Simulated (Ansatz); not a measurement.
BN:
```cif
data_B2N2
_chemical_formula_sum 'B2 N2'
_space_group_name_H-M_alt 'P 1'
_space_group_IT_number 1
_cell_length_a 2.54332
_cell_length_b 2.54332
_cell_length_c 4.20679
_cell_angle_alpha 90.000
_cell_angle_beta 90.000
_cell_angle_gamma 120.000
loop_
_space_group_symop_operation_xyz
  'x, y, z'
loop_
_atom_site_label
_atom_site_type_symbol
_atom_site_fract_x
_atom_site_fract_y
_atom_site_fract_z
_atom_site_occupancy
B1 B 0.66667 0.33333 0.99980 1
B2 B 0.33333 0.66667 0.49980 1
N1 N 0.66667 0.33333 0.62520 1
N2 N 0.33333 0.66667 0.12520 1
```

Relaxed with r²SCAN.

**Question.** Decompose the optical modes at the zone centre into irreducible representations, and say which are infrared and Raman allowed.

**Answer.** Point group 6mm: Γ_opt = A1 + 2B1 + E1 + 2E2. Infrared: A1, E1. Raman: A1, E1, E2.

**Question.** Assign frequencies (DFPT, r²SCAN (plane waves, PAW; program Ansatz); without the LO–TO term).

**Answer.** E2 487, E2 950, B1 973, A1 1022, E1 1056, B1 1145 cm⁻¹.

Subscripts of B labels follow the axes of the standard setting.

Space group P6_3mc (wurtzite). The r²SCAN relaxation kept the symmetry of its start.

Potentials: the earlier of the program's two PAW sets.
